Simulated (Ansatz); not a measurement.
BN:
```cif
data_B2N2
_chemical_formula_sum 'B2 N2'
_space_group_name_H-M_alt 'P63/mmc'
_space_group_IT_number 194
_space_group_name_Hall '-P 6c 2c'
_cell_length_a 2.48831
_cell_length_b 2.48831
_cell_length_c 6.49510
_cell_angle_alpha 90.000
_cell_angle_beta 90.000
_cell_angle_gamma 120.000
loop_
_atom_site_label
_atom_site_type_symbol
_atom_site_symmetry_multiplicity
_atom_site_Wyckoff_symbol
_atom_site_fract_x
_atom_site_fract_y
_atom_site_fract_z
_atom_site_occupancy
B1 B 2 d 0.66667 0.33333 0.25000 1
N1 N 2 c 0.33333 0.66667 0.25000 1
```

Relaxed at zero pressure with DFT-LDA in the program Ansatz with PAW potentials.

Problem. The volume is lowered by 6 % and shape and atoms relax at that volume. What pressure results, and how do the axes share the change?

Solution. 2.4 GPa; a -0.2 %, b -0.2 %, c -5.7 %; the energy rises by 3 meV/atom.

Problem. Give the new structure.

Solution. 
Space group P6₃/mmc (No. 194); a = 2.4839 Å, b = 2.4839 Å, c = 6.1271 Å, α = 90.00°, β = 90.00°, γ = 120.00°

```json
[
 {"atom": "B", "site": "2d", "symmetry": "-6m2", "x": "0.6667", "y": "0.3333", "z": "0.2500"},
 {"atom": "N", "site": "2c", "symmetry": "-6m2", "x": "0.3333", "y": "0.6667", "z": "0.2500"}
]
```

The phase is kept; no other phase was compared at this pressure.

Space group P6_3/mmc. The LDA relaxation kept the symmetry of its start. A crystal of weakly bound layers computed without a dispersion correction: the cell and the soft elastic constants depend strongly on that.

Potentials: the earlier of the program's two PAW sets. The files were generated under PBE; for other functionals the program regenerates the frozen cores, and for LDA and PBEsol the local potential too.
